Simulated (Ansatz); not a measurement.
Question: LaC (rock salt, Fm-3m) is relaxed with plane-wave PAW PBEsol (Ansatz code). What lattice parameters of the conventional cell result?

Answer: a = 5.350 Å.

Question: Is it a metal or does it have a gap at this level?

Answer: No gap at this level.

The start of the workflow was typed in or built on a structure type; neither database checked (COD, Materials Project) lists it. Whether it is the stable phase at ambient conditions was not checked. Symmetry was held in the PBEsol relaxation. At this level the phase is dynamically unstable (imaginary phonons). Its formation energy is positive at this level, so the cell may be metastable or incomplete. Spin–orbit coupling is left out wherever it is not named.

Potentials: the later of the program's two PAW sets.
